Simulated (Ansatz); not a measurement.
A geometry of Hf away from equilibrium: the start of the relaxation of a relaxed Hf cell, doubled along one cell vector, shaken by Gaussian noise of σ = 0.08 Å a coordinate. Calculation: PBEsol (plane waves to 420 eV, PAW, scalar-relativistic; Ansatz, an electronic-structure program). Γ-centred k-mesh 6×12×12 on the run's cell (coarser than for final values), Fermi–Dirac smearing 0.05 eV.

```xyz
6
Lattice="3.1521 1.8199 15.1032 -1.5761 0.9099 7.5516 0.0000 -1.8199 7.5516" Properties=species:S:1:pos:R:3 pbc="T T T"
Hf     0.1233    -0.1123     0.0130
Hf     1.4873     1.0788     7.5465
Hf    -0.0272    -0.0291     5.0396
Hf     1.6220     1.0039    12.5727
Hf     0.0342    -0.0100    17.6604
Hf     1.4922     0.8172    25.1103
```

**Question.** Give the Cartesian forces on all atoms (eV/Å).

**Answer.** 
```csv
atom,Fx,Fy,Fz
Hf1,-0.57,0.53,-0.04
Hf2,0.43,-0.60,-0.13
Hf3,0.48,0.16,-0.19
Hf4,-0.42,-0.18,0.38
Hf5,-0.65,-0.02,-0.29
Hf6,0.72,0.10,0.27
```

**Question.** What is the pressure?

**Answer.** +0.5 GPa, compression positive.

**Question.** How much energy per atom can still be gained by relaxing?

**Answer.** 0.04 eV/atom; the path ends in R-3m (No. 166) (AFLOW prototype A_hR3_166_ac (C19, as in Sm)).

No spin polarisation in the result.

The end of the path is a generated cell of Hf: the first start was made by placing the elements on the sites of a structure type, and the end was not matched to a known phase here, so it may be hypothetical. Known forms of Hf include space group No. 194.
